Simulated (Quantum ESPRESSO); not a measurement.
## AgMo4Ru2Zr (input and log of a self-consistent run)

A calculation, not a measurement. The program is pw.x of Quantum ESPRESSO 7.5 (plane-wave density functional theory). The cell is made up: eight metal atoms on a face-centred cubic lattice, with elements, volume, strain and displacements drawn at random and not relaxed, so it may be unstable or far from any real phase. PseudoDojo standard norm-conserving files set the functional (PBE unless stated); there is no spin polarisation or spin-orbit coupling, the Fermi-Dirac width of 0.25 eV means electrons at about 2900 K, and the masses in the input are unused placeholders. A spin test at this wide smearing found no moment, but such smearing suppresses magnetism that the real alloy may have.

Input:

```
&control calculation='scf', pseudo_dir='./dojo.nc.sr.pbe.v0_5.standard.upf', outdir='./o', disk_io='medium', tprnfor=.true., tstress=.true. /
&system ibrav=0, nat=8, ntyp=4, nbnd=77, ecutwfc=84.00895049, nosym=.true., tot_charge=0,
 occupations='smearing', smearing='fd', degauss=0.0183746611
/
&electrons conv_thr=1.470e-08, electron_maxstep=70, mixing_beta=0.5 /
ATOMIC_SPECIES
Ag 1.0 Ag.upf
Mo 1.0 Mo.upf
Ru 1.0 Ru.upf
Zr 1.0 Zr.upf
CELL_PARAMETERS angstrom
-0.0029 0.0403 -3.9779
-4.0028 -0.0221 -0.0029
2.0471 7.9959 1.9097
ATOMIC_POSITIONS angstrom
Ag -0.1008 0.0104 -0.1604
Mo -1.9884 1.9524 0.0045
Ru -0.0991 4.0647 -0.0228
Mo -2.0271 5.9878 0.073
Mo -2.136 -0.0059 -2.1232
Zr 0.1276 1.8942 -1.9932
Mo -2.0491 3.966 -1.9626
Ru -0.1351 6.1523 -1.9586
K_POINTS automatic
6 6 3 1 1 1
```

The log is shortened where brackets say so; the opening notice, blank lines, dates and the lines on written files are dropped, and the path of the files is cut. It prints rydbergs, bohrs and kilobars, and counts compression as positive stress. Its total energy is the free energy E - TS of the whole cell.

```
     Program PWSCF v.7.5
     Parallel version (MPI & OpenMP), running on       1 processor cores
     Number of MPI processes:                 1
     Threads/MPI process:                     1
     [start-up lines left out]
     bravais-lattice index     =            0
     lattice parameter (alat)  =       7.5175  a.u.
     unit-cell volume          =     860.0383 (a.u.)^3
     number of atoms/cell      =            8
     number of atomic types    =            4
     number of electrons       =       119.00
     number of Kohn-Sham states=           77
     kinetic-energy cutoff     =      84.0090  Ry
     charge density cutoff     =     336.0358  Ry
     scf convergence threshold =      1.5E-08
     mixing beta               =       0.5000
     number of iterations used =            8  plain     mixing
     Exchange-correlation= PBE
                           (   1   4   3   4   0   0   0)
     [axes and pseudopotential details left out]
   Cartesian axes
     site n.     atom                  positions (alat units)
         1        Ag     tau(   1) = (  -0.0253387   0.0026143  -0.0403207  )
         2        Mo     tau(   2) = (  -0.4998360   0.4907864   0.0011312  )
         3        Ru     tau(   3) = (  -0.0249114   1.0217679  -0.0057314  )
         4        Mo     tau(   4) = (  -0.5095642   1.5051890   0.0183504  )
         5        Mo     tau(   5) = (  -0.5369390  -0.0014831  -0.5337214  )
         6        Zr     tau(   6) = (   0.0320756   0.4761563  -0.5010426  )
         7        Mo     tau(   7) = (  -0.5150945   0.9969570  -0.4933505  )
         8        Ru     tau(   8) = (  -0.0339609   1.5465403  -0.4923449  )
     number of k points=    54  Fermi-Dirac smearing, width (Ry)=  0.0184
                       cart. coord. in units 2pi/alat
        k(    1) = (  -0.0834437   0.1238725  -0.0820218), wk =   0.0370370
        k(    2) = (  -0.0816119  -0.2074732  -0.0853800), wk =   0.0370370
     [further k points left out]
     Dense  grid:    89369 G-vectors     FFT dimensions: (  45,  45,  96)
     Estimated max dynamical RAM per process >     156.10 MB
     Initial potential from superposition of free atoms
     starting charge     118.9899, renormalised to     119.0000
     Starting wfcs are   80 randomized atomic wfcs
     total cpu time spent up to now is       25.1 secs
     per-process dynamical memory:    87.3 Mb
     Self-consistent Calculation
     iteration #  1     ecut=    84.01 Ry     beta= 0.50
     Davidson diagonalization with overlap
     ethr =  1.00E-02,  avg # of iterations =  4.2
     total cpu time spent up to now is      117.6 secs
     total energy              =   -1375.52899204 Ry
     estimated scf accuracy    <       3.84241554 Ry
     iteration #  2     ecut=    84.01 Ry     beta= 0.50
     Davidson diagonalization with overlap
     ethr =  3.23E-03,  avg # of iterations =  5.0
     total cpu time spent up to now is      216.1 secs
     total energy              =   -1372.97779458 Ry
     estimated scf accuracy    <      79.59817201 Ry
     iteration #  3     ecut=    84.01 Ry     beta= 0.50
     Davidson diagonalization with overlap
     ethr =  3.23E-03,  avg # of iterations =  5.6
     total cpu time spent up to now is      324.9 secs
     total energy              =   -1377.05627851 Ry
     estimated scf accuracy    <       5.65376479 Ry
     iteration #  4     ecut=    84.01 Ry     beta= 0.50
     Davidson diagonalization with overlap
     ethr =  3.23E-03,  avg # of iterations =  1.8
     total cpu time spent up to now is      405.8 secs
     total energy              =   -1377.35912823 Ry
     estimated scf accuracy    <       5.61748102 Ry
     iteration #  5     ecut=    84.01 Ry     beta= 0.50
     Davidson diagonalization with overlap
     ethr =  3.23E-03,  avg # of iterations =  1.0
     total cpu time spent up to now is      473.4 secs
     total energy              =   -1377.59998598 Ry
     estimated scf accuracy    <       0.53634751 Ry
     [iterations 6 to 14 left out]
     iteration # 15     ecut=    84.01 Ry     beta= 0.50
     Davidson diagonalization with overlap
     ethr =  5.94E-10,  avg # of iterations =  3.8
     total cpu time spent up to now is     1194.5 secs
     total energy              =   -1377.64759360 Ry
     estimated scf accuracy    <       0.00000129 Ry
     iteration # 16     ecut=    84.01 Ry     beta= 0.50
     Davidson diagonalization with overlap
     ethr =  5.94E-10,  avg # of iterations =  2.0
     total cpu time spent up to now is     1251.5 secs
     total energy              =   -1377.64759371 Ry
     estimated scf accuracy    <       0.00000092 Ry
     iteration # 17     ecut=    84.01 Ry     beta= 0.50
     Davidson diagonalization with overlap
     ethr =  5.94E-10,  avg # of iterations =  1.0
     total cpu time spent up to now is     1309.0 secs
     total energy              =   -1377.64759373 Ry
     estimated scf accuracy    <       0.00000021 Ry
     iteration # 18     ecut=    84.01 Ry     beta= 0.50
     Davidson diagonalization with overlap
     ethr =  1.77E-10,  avg # of iterations =  1.0
     total cpu time spent up to now is     1367.1 secs
     total energy              =   -1377.64759375 Ry
     estimated scf accuracy    <       0.00000003 Ry
     iteration # 19     ecut=    84.01 Ry     beta= 0.50
     Davidson diagonalization with overlap
     ethr =  2.42E-11,  avg # of iterations =  1.0
     total cpu time spent up to now is     1425.3 secs
     End of self-consistent calculation
     [lines on levels left out]
!    total energy              =   -1377.64759376 Ry
     estimated scf accuracy    <          7.2E-10 Ry
     smearing contrib. (-TS)   =      -0.13004451 Ry
     internal energy E=F+TS    =   -1377.51754924 Ry
     The total energy is F=E-TS. E is the sum of the following terms:
     one-electron contribution =    -318.60295947 Ry
     hartree contribution      =     233.84311709 Ry
     xc contribution           =    -217.26059351 Ry
     ewald contribution        =   -1075.49711335 Ry
     convergence has been achieved in  19 iterations
     Forces acting on atoms (cartesian axes, Ry/au):
     atom    1 type  1   force =    -0.00941664   -0.03620378    0.05868635
     atom    2 type  2   force =     0.01233183    0.04782791    0.00054573
     atom    3 type  3   force =     0.00977257    0.02967938   -0.00125527
     atom    4 type  2   force =    -0.01255717   -0.04593013   -0.03768329
     atom    5 type  2   force =     0.05771440   -0.07444618    0.02305741
     atom    6 type  4   force =    -0.08778856    0.07835640   -0.02123825
     atom    7 type  2   force =     0.01058719    0.07227877   -0.00160412
     atom    8 type  3   force =     0.01935639   -0.07156238   -0.02050856
     Total force =     0.216579     Total SCF correction =     0.000082
     Computing stress (Cartesian axis) and pressure
          total   stress  (Ry/bohr**3)                   (kbar)     P=       67.93
   0.00046083  -0.00019228  -0.00004818           67.79      -28.28       -7.09
  -0.00019228   0.00051802   0.00019914          -28.28       76.20       29.29
  -0.00004818   0.00019914   0.00040658           -7.09       29.29       59.81
     init_run     :     23.67s CPU     25.01s WALL (       1 calls)
     electrons    :   1332.29s CPU   1400.15s WALL (       1 calls)
     forces       :      8.62s CPU      8.72s WALL (       1 calls)
     stress       :     33.85s CPU     34.00s WALL (       1 calls)
     [timing details left out]
     PWSCF        :  23m18.84s CPU  24m29.22s WALL
     JOB DONE.
```

In other units: free energy -18743.850 eV for the cell, pressure 6.79 GPa, largest force component 2.257 eV/Å in size. The run took 1470 s of wall time with one process on a shared machine (AMD EPYC, Zen 5, virtual cores), so the time is rough. A rerun of this cell at a higher cutoff and on a denser mesh moved values by no more than 0.002 eV in energy, 0.04 GPa in stress and 0.006 eV/Å in force, and a second program with other atomic files agreed on that cell to 2 % rms in force and 0.5 GPa in pressure.